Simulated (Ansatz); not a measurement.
# Structure search: one AlP₅ candidate

Level of theory: DFT PBE, scalar-relativistic, plane waves, PAW (Ansatz). Cutoff 420 eV, Gaussian smearing, Γ-centred meshes. Cell and atoms relax first on a coarse mesh and then on a finer one. In between, the cell is made exact in the group found at 0.06 Å. In metals the finer mesh still leaves noise of several meV/atom or more. The steps can't lower the symmetry of their start. No spin polarisation.

The guess for AlP₅ was made by a generator: random cell by space group and Wyckoff sites (P4/mmm, No. 123). Lengths were set from tabulated atomic sizes, so they are only a guess.

```yaml
crystal:
  lattice:
    - [5.19543, 0.00000, 0.00000]
    - [0.00000, 5.19543, 0.00000]
    - [0.00000, 0.00000, 4.78621]
  atoms:
    - { symbol: Al, position: [0.50000, 0.50000, 0.00000] }
    - { symbol: P, position: [0.71841, 0.71841, 0.00000] }
    - { symbol: P, position: [0.28159, 0.28159, 0.00000] }
    - { symbol: P, position: [0.28159, 0.71841, 0.00000] }
    - { symbol: P, position: [0.71841, 0.28159, 0.00000] }
    - { symbol: P, position: [0.00000, 0.00000, 0.00000] }
```

Formation energies are uncorrected and refer to the elements' standard structures at the same level. The references include black phosphorus.

Q: Describe the relaxed structure.

A: The symmetry stays P4/mmm (No. 123). The volume per atom shrinks by 10.5 %, from 21.5 to 19.3 Å³. The shortest distance goes from 1.60 Å (Al–P) to 2.36 Å (Al–Al and P–P). The ratio c/a of the conventional cell changes by a factor of 0.37. The energy falls by about 4.8 eV/atom (the start's value is from the coarse mesh). Conventional cell: a = 7.001 Å, c = 2.360 Å. Al has 2 Al at 2.36 Å and 4 P at 2.58 Å; P on a site of symmetry m2m is surrounded by 3 P at 2.36–2.37 Å and 1 Al at 2.58 Å; P on a site of symmetry 4/mmm is surrounded by 6 P at 2.36–2.37 Å.

```
Al P
1.0
     7.00059    0.00000    0.00000
     0.00000    7.00059    0.00000
     0.00000    0.00000    2.35977
Al P
1 5
Direct
  0.50000 0.50000 0.00000
  0.76021 0.76021 0.00000
  0.23979 0.23979 0.00000
  0.23979 0.76021 0.00000
  0.76021 0.23979 0.00000
  0.00000 0.00000 0.00000
```

Q: Give its energy and gap.

A: The energy over the elements is +0.45 eV/atom and the gap on the 6×6×16 mesh of the 6-atom cell is 0 eV (a metal).

The separate elements lie lower, so it is unstable against them.

The last run used Gaussian smearing of 0.10 eV. The reference form of P is held partly by dispersion forces, which this level lacks. Symmetry constrained the relaxation, so the result can be a saddle point. Another cell of AlP5 relaxed alike, in P-6m2, lies 204 meV/atom lower, so this cell isn't the stable form at this level.
